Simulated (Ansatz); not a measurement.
This is a relaxation of cell and atoms with the PAW code Ansatz on Zn2AsP3 placed in the structure of Sn2GeTe3 (space group No. 164); the level of theory is PBEsol. It starts from a supercell of the PBEsol minimum, slightly strained and with each coordinate displaced at random by about 0.1 Å.

```yaml
crystal:
  lattice:
    - [3.5240954243, -0.0069318169, 0.0302842665]
    - [-3.5361016745, 6.1658977829, -0.0494102085]
    - [0.075980612, -0.0277043483, 8.7394025316]
  atoms:
    - { symbol: Zn, position: [0.3381076629, 0.3272985706, 0.8503241552] }
    - { symbol: Zn, position: [0.71434509, 0.1932968771, 0.1483947628] }
    - { symbol: As, position: [0.0105455859, 0.0084201444, 0.4790862596] }
    - { symbol: P, position: [0.3655594536, 0.3351954487, 0.3430832802] }
    - { symbol: P, position: [0.668931141, 0.168477048, 0.6749447558] }
    - { symbol: P, position: [-0.0688266096, -0.0247218181, -0.0133239406] }
    - { symbol: Zn, position: [0.345853118, 0.8156504178, 0.8405927166] }
    - { symbol: Zn, position: [0.6610408835, 0.6478834198, 0.1558278314] }
    - { symbol: As, position: [0.0036645203, 0.4886458746, 0.4974917693] }
    - { symbol: P, position: [0.3424134302, 0.8405326307, 0.3264237487] }
    - { symbol: P, position: [0.6772907225, 0.6525134454, 0.6736328858] }
    - { symbol: P, position: [0.0084226538, 0.5261463376, 0.0240129102] }
kpoints:
  mp_grid: { grid: [6, 6, 2] }
hamiltonian:
  xc: pbesol
scf:
  occupations: { method: fermi_dirac, width: 0.05 }
relax:
  f_tol: 0.01
  cell: {}
  max_steps: 120
output:
  write_density: true
  write_potential: true
  elf: true
  volumetric_format: npy
```

The output follows, shortened, with numbered blanks.
```
Functional definition: PBEsol
  exchange = pbesol_x
  correlation = pbesol_c
Crystal: 12 atoms, lattice volume = 189.670 Å³
[1]
Bands: 66, of which v1, the nominal top of the filled ones, is band 54 counted from 1 (53 counted from 0)
Symmetry: 1 space group operations
Space group: P1 (ITA 1)
k-points: 40 of 72 (time reversal used)
relax step 1: F+E_penalty+E_count = -27187.84671492 eV  max|allowed force component| = 1.630e0 eV/Å  Δτ_max = 0.0000 Å  P = +4.621 GPa  Ω = 189.670 Å³
--- Relaxed structure (29 steps of the walk, 25 accepted, 2 SCFs on fresh bases) ---
[2]
```

**Question.** Fill in the blanks. They hold the relaxed structure, cutoff and plane waves at Γ.

**Answer.**
```
[1]
Basis set: ecut = 420 eV, 3693 PW (Γ)
[2]
  F+E_penalty+E_count = -27189.22193502 eV   max|allowed force component| = 4.651e-3 eV/Å
  cell:  # Å, volume = 206.0579 Å³
    - [3.712092, 0.138214, 0.015065]
    - [-3.470006, 6.637927, -0.007343]
    - [0.045832, 0.009026, 8.203068]
  atoms:
    - { symbol: Zn, position: [0.271333, 0.282241, 0.856030] }
    - { symbol: Zn, position: [0.755905, 0.188603, 0.170121] }
    - { symbol: As, position: [-0.039449, -0.021905, 0.501680] }
    - { symbol: P, position: [0.427244, 0.394225, 0.311242] }
    - { symbol: P, position: [0.741132, 0.203011, 0.676256] }
    - { symbol: P, position: [-0.122477, -0.056499, -0.015078] }
    - { symbol: Zn, position: [0.271303, 0.782251, 0.856041] }
    - { symbol: Zn, position: [0.755922, 0.688585, 0.170093] }
    - { symbol: As, position: [-0.039446, 0.478110, 0.501691] }
    - { symbol: P, position: [0.427228, 0.894211, 0.311234] }
    - { symbol: P, position: [0.741096, 0.703016, 0.676268] }
    - { symbol: P, position: [-0.122444, 0.443489, -0.015088] }
```
Only the leading digits can be foreseen; the rest is this run's record.

In 29 steps the volume changed by +8.6 %; between the first SCF and the last, each on a basis chosen for its cell, the energy fell by 115 meV an atom. At the end: the symmetry is P1 (No. 1, triclinic); a = 3.715 Å, b = 3.745 Å, c = 8.203 Å, α = 89.9°, β = 89.4°, γ = 64.5° in the conventional setting, 17.17 Å³ an atom. Zn is surrounded by 5 P at 2.31–2.55 Å; Zn is surrounded by 5 P at 2.32–2.60 Å; As is surrounded by 4 P at 2.35–2.59 Å; P is surrounded by 3 Zn at 2.32–2.60 Å and 2 As at 2.40–2.59 Å; P is surrounded by 2 Zn at 2.34–2.53 Å and 2 As at 2.35–2.59 Å; P is surrounded by 5 Zn at 2.31–2.56 Å.

**Question.** It ran on 1 × NVIDIA H100 80GB HBM3 with 2 threads of AMD EPYC 7R13 Processor (Zen 3), with other jobs on the host, load about 2.2 per core. About how long did it take, and what peak of host memory did it reach?

**Answer.** About 2.6 min, with a peak of 1.3 GiB.

The structure was generated, not taken from experiment, and needn't be the ground state; spin polarisation is off.

Where bands overlap, v1 and c1 are numbered by the electron count and aren't everywhere filled or empty.

Overlapping bands make a metal at that level, for which these meshes are coarse; small forces, stresses and energy differences are uncertain.
